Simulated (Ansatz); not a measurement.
BaHI:
Space group P4/nmm, origin choice 1 (No. 129); a = b = 4.7404 Å, c = 7.8191 Å, α = β = γ = 90.00°

```csv
atom,site,symmetry,x,y,z
Ba,2c,4mm,0.0000,0.5000,0.1720
H,2a,-4m2,0.0000,0.0000,0.0000
I,2c,4mm,0.5000,0.0000,0.3395
```

Relaxed with r²SCAN.

Task: Tabulate the valence density and the electron localisation function along the shortest Ba–I contact (3.60 Å), the program Ansatz at the r²SCAN level (PAW).

Result: 

```
distance from Ba (Å)  density (e/Å³)   ELF
--------------------  --------------  ----
0.36                            0.77  0.09
0.54                            1.28  0.60
0.72                            1.39  0.85
0.90                            1.04  0.89
1.08                            0.60  0.84
1.26                            0.29  0.61
1.44                            0.15  0.20
1.62                            0.10  0.07
1.80                            0.10  0.14
1.98                            0.14  0.47
2.16                            0.22  0.74
2.34                            0.36  0.78
2.52                            0.57  0.71
2.70                            0.90  0.64
2.88                            1.73  0.55
3.06                            5.63  0.36
3.24                           12.17  0.18
```

The density is the valence pseudo-density with augmentation charge, so density and ELF within about 1 Å of a nucleus are not all-electron values.

The first step of the workflow began from a Materials Project structure, measured or hypothetical; the Crystallography Open Database files this formula in space group No. 129, but the cells were not matched. Its standing as an ambient phase is unchecked. Symmetry was held in the r²SCAN relaxation; of distortions, only those at the zone centre were tested. Scalar-relativistic: spin–orbit coupling is off unless named, which matters more the heavier the elements.

Potentials: the later of the program's two PAW sets.
